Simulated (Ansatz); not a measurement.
FeO (rock salt)

```xyz
2
Lattice="0.0000 2.1229 2.1229 2.1229 0.0000 2.1229 2.1229 2.1229 0.0000" Properties=species:S:1:pos:R:3 pbc="T T T"
O      0.0000     0.0000     0.0000
Fe     2.1229     2.1229     2.1229
```

The slice is a {110} plane (indices of the conventional cell) through the point (0.500, 0.500, 0.500) (fractional), spanned by u = [100] and v = [1 -1 -1] in vectors of this cell: u (3.00 Å) and v (4.25 Å, at 90° to u). It covers one period; positions are fractions (u, v).

Level of theory: PBEsol (plane waves to 420 eV, PAW, scalar-relativistic; Ansatz, a first-principles code). k mesh 19×19×19. These are valence fields of a PAW run, semicore shells included where kept as valence: close to a nucleus they are smooth pseudo fields. FeO is run spin-polarised and with no Hubbard U; the real compound is an antiferromagnetic insulator, a state that this run doesn't describe. FeO was relaxed with its symmetry unable to fall. Relaxed FeO ends ferromagnetic. Other magnetic orders were not checked, so this need not be the ground state.

Three fields on this plane, each scaled to ten steps between its own extremes (0 low, 9 high; the total valence density on a logarithmic scale, the potential cut 8 eV below its top; x marks points blanked near nuclei; v = 0 in the bottom row):

Map A
```
|xxxxx10000001xxxx|
|xxxxx10000001xxxx|
|xxxxx00000000xxxx|
|xxxx1000000001xxx|
|x0000000000000000|
|11111000000001111|
|x7653100000013567|
|xxxx7410000147xxx|
|xxxxx62100126xxxx|
|xxxxx84100148xxxx|
|xxxxx94100149xxxx|
|xxxxxx510015xxxxx|
|xxxxx94100149xxxx|
|xxxxx84100148xxxx|
|xxxxx62100126xxxx|
|xxxx7410000147xxx|
|x7653100000013567|
|11111000000001111|
|x0000000000000000|
|xxxx1000000001xxx|
|xxxxx00000000xxxx|
|xxxxx10000001xxxx|
|xxxxx10000001xxxx|
|xxxxxx000000xxxxx|
```

Map B
```
|xxxxx93100139xxxx|
|xxxxx62100126xxxx|
|xxxxx41000014xxxx|
|xxxx5210000125xxx|
|x9742100000012479|
|43211000000001123|
|x1100000000000011|
|xxxx0000000000xxx|
|xxxxx00000000xxxx|
|xxxxx00000000xxxx|
|xxxxx00000000xxxx|
|xxxxxx000000xxxxx|
|xxxxx00000000xxxx|
|xxxxx00000000xxxx|
|xxxxx00000000xxxx|
|xxxx0000000000xxx|
|x1100000000000011|
|43211000000001123|
|x9742100000012479|
|xxxx5210000125xxx|
|xxxxx41000014xxxx|
|xxxxx62100126xxxx|
|xxxxx93100139xxxx|
|xxxxxx410014xxxxx|
```

Map C
```
|xxxxx03688630xxxx|
|xxxxx04788740xxxx|
|xxxxx15899851xxxx|
|xxxx0478998740xxx|
|x0014689999864100|
|22457899999987542|
|x5678999999998765|
|xxxx8999999998xxx|
|xxxxx99999999xxxx|
|xxxxx89988998xxxx|
|xxxxx88888888xxxx|
|xxxxxx888888xxxxx|
|xxxxx88888888xxxx|
|xxxxx89988998xxxx|
|xxxxx99999999xxxx|
|xxxx8999999998xxx|
|x5678999999998765|
|22457899999987542|
|x0014689999864100|
|xxxx0478998740xxx|
|xxxxx15899851xxxx|
|xxxxx04788740xxxx|
|xxxxx03688630xxxx|
|xxxxxx268862xxxxx|
```

Problem. Assign the maps to these fields: electron localisation function (ELF); spin density, up minus down; electrostatic potential energy of an electron, from the cell's mean.

Solution. A is the electron localisation function (ELF); B is the spin density, up minus down; C is the electrostatic potential energy of an electron, from the cell's mean.
